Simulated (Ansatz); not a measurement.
Relaxed HfO$_{2}$ (fluorite):

```
HfO2
1.0
    0.00000     5.09813     5.09813
    2.54906     2.54906     5.09813
    2.54906     2.54906     0.00000
Hf O
2 4
Direct
  0.00000   0.00000   0.00000
  0.50000   0.00000   0.00000
  0.00000   0.25000   0.25000
  0.50000   0.25000   0.25000
  0.00000   0.75000   0.75000
  0.50000   0.75000   0.75000
```

The atoms are displaced by Q × the pattern below (from a DFPT mode at X = (0.5, 0.5, 0.0), largest move 1; Q in Å), at fixed cell. It is one choice among 2 degenerate patterns. (q is in reciprocal vectors of the primitive cell; the cell shown is doubled to hold the pattern.)

| atom | x | y | z |
|---|---|---|---|
| Hf1 | -0.001 | 0.000 | 0.000 |
| Hf2 | 0.001 | 0.000 | 0.000 |
| O3 | 0.000 | 1.000 | 0.000 |
| O4 | 0.000 | -1.000 | 0.000 |
| O5 | 0.000 | 1.000 | 0.000 |
| O6 | 0.000 | -1.000 | 0.000 |

Level of theory: PBE (plane waves to 420 eV, PAW, scalar-relativistic; Ansatz, an electronic-structure program). k mesh 11×11×11 (Γ-centred), Fermi-Dirac smearing 0.05 eV. E stands for the smeared free energy. HfO2 is run without spin polarisation. HfO2 was relaxed with its symmetry unable to fall. Spin-orbit coupling is left out, though Hf is heavy. The PAW data are Ansatz's earlier set. This is a high-temperature form of HfO2. The zero of ΔE is the undisplaced structure.

Task: Give the computed ΔE (meV/cell) at Q (Å) = -0.233, -0.187, -0.140, -0.093, -0.047, 0.047, 0.187, 0.280.

Result: 
```csv
Q (Å),ΔE (meV/cell)
-0.233,2154
-0.187,1323
-0.140,720
-0.093,312
-0.047,77
0.047,77
0.187,1323
0.280,3260
```

(For displaced atoms, the force is minus the slope of the energy, and its curvature is a force constant, which sets phonon frequencies.)
